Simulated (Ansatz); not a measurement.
**TiSn2O6: relaxed-ion elastic tensor**

Method: Ansatz 0.2.0, DFT PBE, scalar-relativistic, plane waves, PAW. Cutoff 420 eV, 6×6×4 k-points (Γ-centred), fixed occupations. No spin polarisation.

Relaxed structure:
```
CELL_PARAMETERS angstrom
4.96991 -2.75540 -0.01501
4.96991 2.75540 -0.01501
-0.13612 0.00000 6.31383
ATOMIC_POSITIONS crystal
Ti 0.44287 0.55713 0.00000
Sn 0.00562 0.45894 0.32680
Sn 0.54106 0.99438 0.67320
O 0.38848 0.87902 0.89589
O 0.70103 0.42661 0.21309
O 0.90890 0.68232 0.58985
O 0.31768 0.09110 0.41015
O 0.12098 0.61152 0.10411
O 0.57339 0.29897 0.78691
```

The cell was found from a structure generator's guess, not taken from experiment. Spin–orbit coupling is left out, which matters for heavy elements.

Problem. Give the relaxed-ion elastic constants (GPa, Voigt order xx yy zz yz xz xy, on the Cartesian axes of the cell above).

Solution.
C11 = 26.1, C12 = 7.1, C13 = 4.5, C15 = 4.0, C22 = 15.3, C23 = 7.2, C25 = 2.4, C33 = 35.2, C35 = -1.4, C44 = 9.1, C46 = -5.1, C55 = 13.6, C66 = 8.7 GPa; the others vanish.

Problem. Is the crystal stable against homogeneous strain?

Solution. Yes: the least eigenvalue of the tensor is 3.9 GPa.

Problem. And the moduli of a polycrystal (Hill averages)?

Solution. B = 12 GPa, G = 9 GPa, E = 21 GPa, ν = 0.21.
